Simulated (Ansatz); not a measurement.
CaO:
```xyz
2
Lattice="0.0000 2.3921 2.3921 2.3921 0.0000 2.3921 2.3921 2.3921 0.0000" Properties=species:S:1:pos:R:3 pbc="T T T"
Ca     0.0000     0.0000     0.0000
O      2.3921     2.3921     2.3921
```

This is the r²SCAN+D4-relaxed structure.

Question: All from r²SCAN+D4 (plane waves, PAW; program Ansatz), unless another level is named. Estimate the highest zone-centre frequency (without LO–TO term).

Answer: 288 cm⁻¹.

Question: What about the zero-point energy?

Answer: 55.4 meV/atom.

Question: Predict the vibrational entropy at 300 K.

Answer: 19.7 J/(K·mol of atoms).

Space group Fm-3m (rock salt). The r²SCAN+D4 relaxation kept the symmetry of its start.

Potentials: the later of the program's two PAW sets.
